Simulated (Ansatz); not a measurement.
BaO (rock salt, Fm-3m), plane-wave PAW PBEsol (Ansatz code). The conduction-band minimum lies at X, with 3 equivalent valleys. Second derivatives d²E/dk² of the lowest band at one valley (eV·Å²), along Cartesian directions:

```json
[
 {"direction": "[100]", "d²E/dk²": "6.204"},
 {"direction": "[010]", "d²E/dk²": "20.01"},
 {"direction": "[001]", "d²E/dk²": "20.01"},
 {"direction": "[110]", "d²E/dk²": "13.11"},
 {"direction": "[101]", "d²E/dk²": "13.11"},
 {"direction": "[011]", "d²E/dk²": "20.01"}
]
```

Problem. Find the principal effective masses, the density-of-states mass and the conductivity mass.

Solution. Off-diagonal terms follow from H_xy = H[110] − (H_xx + H_yy)/2, and m*/mₑ = 7.620 eV·Å² over each eigenvalue: 0.38, 0.38, 1.2. One valley's DOS mass (m₁m₂m₃)^(1/3) = 0.56, conductivity mass 3/(Σ 1/mᵢ) = 0.49 mₑ.

Problem. What effective density of states Nc follows at 300 K for parabolic valleys?

Solution. Nc = 2.509e19 × 3 × (0.56)^(3/2) ≈ 3.2e19 cm⁻³.

The PBEsol relaxation kept the symmetry of its start. Scalar-relativistic: spin–orbit coupling is off unless named, which matters more the heavier the elements.

Potentials: the earlier of the program's two PAW sets. The files were generated under PBE; for other functionals the program regenerates the frozen cores, and for LDA and PBEsol the local potential too.

Edges and masses are those of Kohn–Sham bands, whose gap is no quasiparticle gap.
